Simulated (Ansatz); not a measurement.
Here is an unrelaxed guess for ZrTi3C4.

Space group Pm-3m (No. 221). a = 4.805 Å, b = 4.805 Å, c = 4.805 Å, α = 90.00°, β = 90.00°, γ = 90.00°
```json
{"atom": "Zr", "site": "1b", "symmetry": "m-3m", "x": "0.5000", "y": "0.5000", "z": "0.5000"}
{"atom": "Ti", "site": "3d", "symmetry": "4/mm.m", "x": "0.0000", "y": "0.0000", "z": "0.5000"}
{"atom": "C", "site": "3c", "symmetry": "4/mm.m", "x": "0.5000", "y": "0.5000", "z": "0.0000"}
{"atom": "C", "site": "1a", "symmetry": "m-3m", "x": "0.0000", "y": "0.0000", "z": "0.0000"}
```

The calculation used Ansatz, DFT PBE, scalar-relativistic, plane waves, PAW. Cutoff 420 eV; k points 4×4×4 on the computed 8-atom cell (Γ-centred); Gaussian smearing, width 0.10 eV; no spin polarisation.

The zero of energy is the elements' standard structures at the same level; no fitted shifts are applied.

Q: How far from equilibrium is it?

A: The pressure is -34.5 GPa (it wants to contract), the largest force is 0.00 eV/Å (symmetry fixes the atoms), and the energy is −0.39 eV/atom against the elements. The shortest distance is 2.40 Å.

Q: Is it a good guess?

A: A rough one: relaxing gains about 0.37 eV/atom (the start's value is from the coarse mesh, so the gain is rough) in 8 ionic steps and ends at −0.76 eV/atom on the finer mesh. The symmetry stays Pm-3m (No. 221). The volume per atom shrinks by 20.9 %, from 13.9 to 11.0 Å³. The shortest distance goes from 2.40 Å (Ti–C and Zr–C) to 2.22 Å (Ti–C and Zr–C). Conventional cell: a = 4.444 Å. Zr is surrounded by 6 C at 2.22 Å and 12 Ti at 3.14 Å; Ti has 6 C at 2.22 Å, 4 Zr at 3.14 Å and 8 Ti at 3.14 Å; around C on a site of symmetry 4/mmm lie 2 Zr at 2.22 Å and 4 Ti at 2.22 Å; 1 more site not described.

The last run used an 8×8×8 mesh for its 8-atom cell and Gaussian smearing of 0.10 eV. The reference form of C is held partly by dispersion forces, which this level lacks. The relaxation can't lower the symmetry of the start, and the grade says only how near the guess is to its own end. A structure relaxed within its symmetry needn't be a true minimum.
